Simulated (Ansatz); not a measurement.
Relaxed-ion elastic tensor of GaSb in space group P-6m2 (No. 187; Ga on 1a, Sb on 1f) in GPa (Voigt order), PBEsol in the plane-wave PAW code Ansatz; density 6.69 g/cm³, 23.76 Å³ per atom.

```
62.5  35.3  57.7   0.0   0.0   0.0
35.3  62.5  57.7   0.0   0.0   0.0
57.7  57.7   102   0.0   0.0   0.0
 0.0   0.0   0.0  23.9   0.0   0.0
 0.0   0.0   0.0   0.0  23.9   0.0
 0.0   0.0   0.0   0.0   0.0  13.6
```

Is the crystal mechanically stable?

Yes: the smallest eigenvalue of C is 13.6 GPa.

Work out the Voigt, Reuss and Hill averages.

K_V = 58.7, K_R = 46.7, K_H = 52.7; G_V = 17.3, G_R = 14.8, G_H = 16.1 GPa.

Give Young's modulus, Poisson's ratio, Pugh's ratio and the universal anisotropy index.

E = 9KG/(3K + G) = 43.7 GPa; ν = 0.36; K/G = 3.28 (ductile by the Pugh limit of 1.75); A_U = 5G_V/G_R + K_V/K_R − 6 = 1.12.

Estimate the sound speeds and the Debye temperature.

v_l = √((K + 4G/3)/ρ) = 3330 m/s, v_t = √(G/ρ) = 1550 m/s, mean 1740 m/s; Θ = (h/k)(3n/4πV)^(1/3) v_m = 181 K.

How much does each axis shrink under pressure?

Linear compressibilities β_i = Σ_j S_ij (j = 1 to 3): x 13, y 13, z -5.4 per TPa.

The cell is a constructed one: a structure type filled with these elements; neither database checked (COD, Materials Project) lists it. It is not the phase usual at ambient conditions (space group No. 216). Symmetry was held in the PBEsol relaxation; whether a distortion lowers the energy is not shown. As this level gives no gap, shear constants depend on the k-mesh and smearing (Fermi–Dirac, 0.1 eV here). Scalar-relativistic: spin–orbit coupling is off unless named, which matters more the heavier the elements.

Potentials: the earlier of the program's two PAW sets. The files were generated under PBE; for other functionals the program regenerates the frozen cores, and for LDA and PBEsol the local potential too.
